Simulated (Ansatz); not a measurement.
A geometry of Sb away from equilibrium: step 2 of the relaxation of a relaxed Sb cell, doubled along one cell vector, shaken by Gaussian noise of σ = 0.08 Å a coordinate. Computed with r2SCAN (plane waves to 500 eV, PAW, scalar-relativistic; Ansatz, a quantum-chemistry and plane-wave program). Γ-centred k-mesh 11×11×3 on the run's cell (coarser than for final values), Fermi–Dirac smearing 0.05 eV.

```
CELL_PARAMETERS angstrom
      3.32772    -0.00207     0.00474
     -1.66565     2.90010     0.00152
      0.01631     0.01548    11.31750
ATOMIC_POSITIONS crystal
  Sb 0.37035 0.68859 0.13685
  Sb 0.35529 0.69343 0.62991
  Sb 0.65796 0.29698 0.37470
  Sb 0.61286 0.30810 0.87300
```

Question: Give the Cartesian forces on all atoms (eV/Å).

Answer: 
| atom | Fx | Fy | Fz |
|---|---|---|---|
| Sb1 | 0.02 | 0.08 | -0.12 |
| Sb2 | 0.04 | 0.09 | -0.01 |
| Sb3 | -0.05 | -0.09 | 0.06 |
| Sb4 | -0.02 | -0.09 | 0.08 |

Question: What is the pressure?

Answer: -0.2 GPa, compression positive.

No spin polarisation in the result. The relaxed primitive cell holds an odd number of electrons. A magnetic state may lie lower.

The end of the path is a generated cell of Sb: the first start was made by placing the elements on the sites of a structure type, and the end was not matched to a known phase here, so it may be hypothetical. Known forms of Sb include space group No. 166.
